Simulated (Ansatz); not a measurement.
**AgB$_{2}$Ru$_{2}$ single point**

Input file of Ansatz 0.2.0:

```yaml
crystal:
  lattice:
    - [0.0, 3.438825, 0.0]
    - [3.438825, 0.0, 0.0]
    - [1.719413, 1.719413, -4.857557]
  atoms:
    - { symbol: Ag, position: [0.0, 0.0, 0.0] }
    - { symbol: Ru, position: [0.75, 0.25, 0.5] }
    - { symbol: Ru, position: [0.25, 0.75, 0.5] }
    - { symbol: B, position: [0.375, 0.375, 0.25] }
    - { symbol: B, position: [0.625, 0.625, 0.75] }
  symmetry: { tolerance: 0.0003 }
kpoints:
  mp_grid: { grid: [6, 6, 6], shift: [0, 0, 0] }
  band_path:
    path:
      - [0.0, 0.0, 0.0]
      - [0.5, 0.5, 0.5]
      - [0.5, 0.5, 0.25]
      - [0.0, 0.5, 0.0]
      - [0.0, 0.0, 0.0]
      - [0.0, 0.0, -0.5]
      - [0.0, 0.43735385, -0.28132307]
      - [0.0, 0.56264615, 0.28132307]
      - [0.0, 0.0, 0.0]
      - [0.5, 0.5, 0.5]
      - [0.43735385, 0.56264615, 0.5]
    npoints: 6
magnetization:
  noncollinear: true
  spin_orbit: true
scf:
  occupations: { method: fermi_dirac, width: 0.0552 }
  lower_state_search: "off"
  max_iter: 200
hamiltonian:
  pseudopotentials: { kind: paw_fr }
  xc: pbesol
basis:
  ecutwfc: 420
  fft_grid_basis: typed
output:
  forces: true
  stress: true
  eigenvalues: true
  bader: true
  populations: true
  elf: true
  write_potential: true
  volumetric_format: npy
  dos:
    e_range: [-12, 8]
    de: 0.05
    projected: { site_lists: { Ag: [Ag], B: [B], Ru: [Ru] } }
    method: { smearing: { sigma: 0.1, scheme: gaussian } }
checkpoint:
  read: saved_state
```

The saved state is an earlier solution for the same cell, perhaps on another mesh. The state carries no moments; the state need not be the lowest.

Excerpt of what it printed:

```
SCF iter   1: F=—  Δρ=1.07e-2  dr2=6.88e-2  dr2_m=0.00e0 (ungated)  |M|=0.00e0 ∫|m|=0.00e0 μB
SCF iter   2: F=—  Δρ=6.77e-3  dr2=1.66e-2  dr2_m=0.00e0 (ungated)  |M|=0.00e0 ∫|m|=0.00e0 μB
SCF iter   3: F=—  Δρ=2.64e-3  dr2=2.26e-3  dr2_m=0.00e0 (ungated)  |M|=0.00e0 ∫|m|=0.00e0 μB
SCF iter   4: F=—  Δρ=4.92e-4  dr2=1.22e-4  dr2_m=0.00e0 (ungated)  |M|=0.00e0 ∫|m|=0.00e0 μB
SCF iter   5: F=—  Δρ=1.48e-4  dr2=2.50e-5  dr2_m=0.00e0 (ungated)  |M|=0.00e0 ∫|m|=0.00e0 μB
SCF iter   6: F=—  Δρ=5.56e-5  dr2=1.94e-6  dr2_m=0.00e0 (ungated)  |M|=0.00e0 ∫|m|=0.00e0 μB
SCF iter   7: F=—  Δρ=1.51e-5  dr2=1.12e-7  dr2_m=0.00e0 (ungated)  |M|=0.00e0 ∫|m|=0.00e0 μB
SCF iter   8: F=-19463.2416 eV  Δρ=3.68e-6  dr2=7.67e-9  dr2_m=0.00e0 (ungated)  |M|=0.00e0 ∫|m|=0.00e0 μB
Magnetization: |M| = 0.0000 μB,  M = (+0.0000, +0.0000, +0.0000) μB
Absolute magnetization: 0.0000 μB (∫|m|)
  site 0: m = (+0.0000, +0.0000, +0.0000) μB, |m| = 0.0000 μB  (R = 1.12 Å)
  site 1: m = (+0.0000, +0.0000, +0.0000) μB, |m| = 0.0000 μB  (R = 0.87 Å)
  site 2: m = (+0.0000, +0.0000, +0.0000) μB, |m| = 0.0000 μB  (R = 0.87 Å)
  site 3: m = (+0.0000, +0.0000, +0.0000) μB, |m| = 0.0000 μB  (R = 0.87 Å)
  site 4: m = (+0.0000, +0.0000, +0.0000) μB, |m| = 0.0000 μB  (R = 0.87 Å)
Free energy (F): -19463.2416 eV
Harris-Foulkes:  -19463.2416 eV  (|F-HF|=2.00e-9)
Internal energy: -19463.2117 eV  (E = F + TS)
E sigma→0 (E₀):  -19463.2266 eV
Entropy (-TS):   -0.0298 eV (-5.968 meV/atom)
Fermi energy:    18.4829 eV
--- Per-component energies (eV) ---
  E_band       = -399.8991
  E_kinetic    = 1662.5220
  E_local      = -5681.5558  (includes V_loc(G=0)·N_el)
  E_nonlocal   = 798.6283
  E_hartree    = 2237.7564
  E_xc         = -629.4806
  E_vxc        = -791.8393  (∫ρ·V_xc dr)
  E_paw        = -10790.2866  (= ΣΔE_a)
  E_vpaw       = -863.1636  (= ΣTr[D̂ρ^β])
  E_aug_tail   =  0.0000  (compensation charges beyond the density's cutoff)
  E_ewald      = -7061.6591
  E_core_change = 0.8638  (= ΣΔE_core)
  E_smearing   = -0.0298  (= −TS)
--- Forces (eV/Å), atoms counted from 1 ---
  atom   1  Ag     0.0000     0.0000     0.0000
  atom   2  Ru     0.0000     0.0000     0.0000
  atom   3  Ru     0.0000     0.0000     0.0000
  atom   4  B      0.0000     0.0000     1.1882
  atom   5  B      0.0000     0.0000    -1.1882
--- Stress (GPa, compression-positive) ---
       37.5587       0.0000       0.0000
        0.0000      37.5587       0.0000
        0.0000       0.0000      -5.2757
  P = ⅓ Tr σ = 23.2806 GPa (232.806 kbar)
--- Löwdin populations: 5 sites ---
  site symbol       q [e]
     0     Ag     18.1885
     1     Ru     15.6386
     2     Ru     15.6386
     3      B      3.6591
     4      B      3.6591
  spilling = 0.0038 (of n_electrons = 57.0000)
--- Bader charges: 5 sites ---
  site symbol  charge [e]  shift [e]  m_x [muB]  m_y [muB]  m_z [muB]
     0     Ag      0.2744     0.0000     0.0000     0.0000     0.0000
     1     Ru     -0.0288     0.0053     0.0000     0.0000     0.0000
     2     Ru     -0.0288     0.0053     0.0000     0.0000     0.0000
     3      B     -0.1084     0.0053     0.0000     0.0000     0.0000
     4      B     -0.1083     0.0053     0.0000     0.0000     0.0000
```

Origin: a known structure type with other elements, at an estimated volume, so it need not be a known compound. Caveats: started without moments under time reversal, so no moment could form; the k mesh is coarse if the cell is a metal; atoms or cell far from equilibrium.
